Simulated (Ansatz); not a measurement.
With DFT-r²SCAN in the program Ansatz with PAW potentials, Si in the trigonal phase (R-3m; Pearson symbol hR14) relaxes to a = 3.845 Å, c = 66.143 Å. Si on 6c has 4 nearest neighbours from 2.36 Å (tetrahedral); Si on 6c has 4 nearest neighbours from 2.36 Å (tetrahedral); Si on 6c has 4 nearest neighbours from 2.35 Å (tetrahedral); Si on 6c has 4 nearest neighbours from 2.35 Å (tetrahedral).

It is gapped at this level: 0.77 eV (indirect). HSE06 on the same cell gives 1.15 eV. The electron mass is 0.13, 0.49, 1.0 mₑ (principal values).

An equation-of-state fit gives a bulk modulus of 96.7 GPa.

The start of the workflow was typed in or built on a structure type; neither database checked (COD, Materials Project) lists it. It is not the phase usual at ambient conditions (space group No. 227). The r²SCAN relaxation kept the symmetry of its start; whether a distortion lowers the energy is not shown.

Potentials: the later of the program's two PAW sets.
